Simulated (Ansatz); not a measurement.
## Al₃GaN₄ (Pm), one atom moved along a line

Computed with DFT r2SCAN, scalar-relativistic, plane waves, PAW in Ansatz 0.2.0. Cutoff 500 eV, Γ-centred 6×8×4 k-points, Gaussian smearing of 0.05 eV. No spin polarisation. Energies are free energies at this smearing, counted from the undisturbed cell; pressure is positive in compression.

Zero of the scan (relaxed at this level; it needn't be the usual structure):

```
CELL_PARAMETERS angstrom
5.03808 0.00000 0.00006
0.00000 3.12495 0.00000
-0.00329 0.00000 5.41039
ATOMIC_POSITIONS crystal
Al 0.50022 0.50000 0.16726
Al 0.00067 0.50000 0.83490
Al 0.00100 0.00000 0.33164
Ga 0.49949 0.00000 0.66620
N 0.11071 0.00000 0.66632
N 0.12268 0.50000 0.16713
N 0.62541 0.50000 0.84068
N 0.62341 0.00000 0.32586
```

Atom 1 (Al) is moved by x along the Cartesian unit vector (-0.814, 0.000, -0.582); the cell and all other atoms stay fixed.

```tsv
x (Å)	ΔE (meV/cell)	force along x on the moved atoms (eV/Å)	pressure (GPa)	gap on the mesh (eV)
-0.2000	395.7	3.77	1.1	3.89
-0.1500	227.6	2.94	0.6	3.97
-0.1000	103.3	2.02	0.3	4.04
-0.0500	26.3	1.04	0.1	4.10
0.0000	0.0	0.00	0.0	4.15
0.0500	27.8	-1.12	0.1	4.10
0.1000	112.9	?	0.4	?
0.1500	?	?	0.9	3.85
0.1750	?	?	1.2	3.75
0.2000	469.2	-4.88	1.5	3.64
```

(1) Give the withheld values.

Results:

(1) force along x on the moved atoms (eV/Å) at x (Å) = 0.1000: -2.30; gap on the mesh (eV) at x (Å) = 0.1000: 4.01; ΔE (meV/cell) at x (Å) = 0.1500: 258.9; force along x on the moved atoms (eV/Å) at x (Å) = 0.1500: -3.55; ΔE (meV/cell) at x (Å) = 0.1750: 355.7; force along x on the moved atoms (eV/Å) at x (Å) = 0.1750: -4.20.